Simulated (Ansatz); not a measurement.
Calculated 17O NMR of the central transition for Na₃B₂PO₅F₄

Cell: a computed structure from the Materials Project (it need not be an observed phase), taken as it stands.

Space group Ama2 (No. 40); a = 9.1700, b = 6.8403, c = 12.3847 Å.

```csv
site,Wyckoff,site symmetry,x,y,z
Na1,4a,..2,0.0000,0.0000,0.8054
Na3,4a,..2,0.0000,0.0000,0.1910
Na5,4a,..2,0.0000,0.0000,0.5084
B7,4b,m..,0.7500,0.5709,0.4943
B9,4b,m..,0.7500,0.2441,0.3934
P,4b,m..,0.2500,0.7683,0.6162
O13,4b,m..,0.7500,0.9504,0.9000
O15,4b,m..,0.2500,0.0364,0.0986
O17,4b,m..,0.7500,0.1392,0.4970
O19,8c,1,0.1079,0.8241,0.6699
F23,8c,1,0.8773,0.6957,0.4945
F27,8c,1,0.8772,0.1754,0.3333
```

One atom of each set is listed; the run and its k-mesh use a cell of 30 atoms with edges of 9.17, 7.07, 7.07 Å.

All values are calculated (Ansatz; DFT, PBE, plane waves and PAW, scalar-relativistic, 420 eV cutoff, Γ-centred 3×4×4 k-points, Fermi–Dirac smearing 0.02 eV), not measured.

17O has I = 5/2 and Q = -25.58 mb (Pyykkö 2018); at 11.7 T its Larmor frequency is ν₀ = 67.6 MHz. Only the quadrupole interaction is simulated: positions count from each site's isotropic chemical shift, and J coupling is left out, as are shift anisotropy and dipolar coupling, which fast spinning averages.

(1) Give C_Q, η, the quadrupolar product P_Q = |C_Q|(1 + η²/3)^½, the second-order isotropic shift and the breadth of the pattern (fast magic-angle spinning) for each O site.

## Answers

(1) 

```json
{"site": "O13", "first shell": "2 B at 1.41–1.43 Å, angle 129°; also 2 Na at 2.60 Å", "C_Q (MHz)": "-6.35", "η": "0.37", "P_Q (MHz)": "6.49", "δ_QIS (ppm)": "-55.5", "breadth (kHz)": "8.65"}
{"site": "O15", "first shell": "1 B at 1.49 Å, 1 P at 1.60 Å, angle 127°; also 2 Na at 2.57 Å", "C_Q (MHz)": "-6.84", "η": "0.53", "P_Q (MHz)": "7.15", "δ_QIS (ppm)": "-67.2", "breadth (kHz)": "10.5"}
{"site": "O17", "first shell": "1 B at 1.47 Å, 1 P at 1.61 Å, angle 128°; also 2 Na at 2.49 Å", "C_Q (MHz)": "-6.91", "η": "0.46", "P_Q (MHz)": "7.15", "δ_QIS (ppm)": "-67.3", "breadth (kHz)": "10.5"}
{"site": "O19", "first shell": "1 P at 1.51 Å, 3 Na at 2.29–2.53 Å", "C_Q (MHz)": "-5.03", "η": "0.18", "P_Q (MHz)": "5.06", "δ_QIS (ppm)": "-33.6", "breadth (kHz)": "5.11"}
```

δ_QIS = −(ν_Q²/30ν₀²)[I(I+1) − 3/4](1 + η²/3) × 10⁶ ppm with ν_Q = 3|C_Q|/[2I(2I−1)]; it falls as 1/B₀² in ppm, and the breadth as 1/B₀ in kHz.

At O13, O15 and O17 V_zz runs parallel to the line that joins its two neighbours (within 6°) in each case. At O19 V_zz points along its shortest bond, to P (within 3°).
